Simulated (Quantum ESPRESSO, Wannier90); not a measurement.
Wannierisation of SnAs (rock salt)

```yaml
crystal:
  lattice:
    - [0.00000, 2.87687, 2.87687]
    - [2.87687, 0.00000, 2.87687]
    - [2.87687, 2.87687, 0.00000]
  atoms:
    - { symbol: Sn, position: [0.50000, 0.50000, 0.50000] }
    - { symbol: As, position: [0.00000, 0.00000, 0.00000] }
```

Materials Project entry mp-2182; symmetrised, unrelaxed at this level. COD (Crystallography Open Database) has an entry of this formula and space group (matched by these alone). Level: LDA, no spin polarisation, no spin-orbit coupling; pw.x of Quantum ESPRESSO at 64 Ry with PseudoDojo potentials, 10×10×10 k-points, Wannier90. Density: 10×10×10 mesh, cold smearing 0.01 Ry. Spin-orbit coupling is left out although heavy elements are present.

Energies are relative to the Fermi level.

**Bands.** No gap over 0.05 eV opens at the Fermi level at this level of theory. 3 filled groups are cut off by gaps; the highest, bands 11, spans -13.16 to -10.43 eV and is As 4s 66 %, Sn 5p 20 %, Sn 5s 11 %.

**Model.** 8 functions (Sn sp, As sp) from bands 11-25, frozen to 1.50 eV, reach Ω_I = 11.33 Å² and follow pw.x to 2.9 meV rms (states up to 1.0 eV relative to the Fermi level).

**Frozen window.** Edge, Ω_I and misfit go 0.5 eV, 11.04 Å², 39 meV; 1.5 eV, 11.33 Å², 2.9 meV; 2.5 eV, 11.90 Å², 1.7 meV. Ω_I never falls as the edge rises, since each frozen state takes freedom from the choice of the smoothest subspace. The edges under the compared range leave its upper states unfrozen, and their misfit is the largest.

**No window.** Without a frozen window Ω_I drops to 9.65 Å² while the misfit grows to 273 meV: a small spread is no proof of good bands.

**Outer window.** The setting "outer window to 7.75 eV" raises Ω_I to 21.22 Å², as fewer states are left to mix in, and the misfit goes to 8.2 meV.

**Stops.** With the frozen window to 5.45 eV the program stops (More states in the frozen window than target WFs). With the outer window to 6.45 eV the program stops (Energy window contains fewer states than number of target WFs).
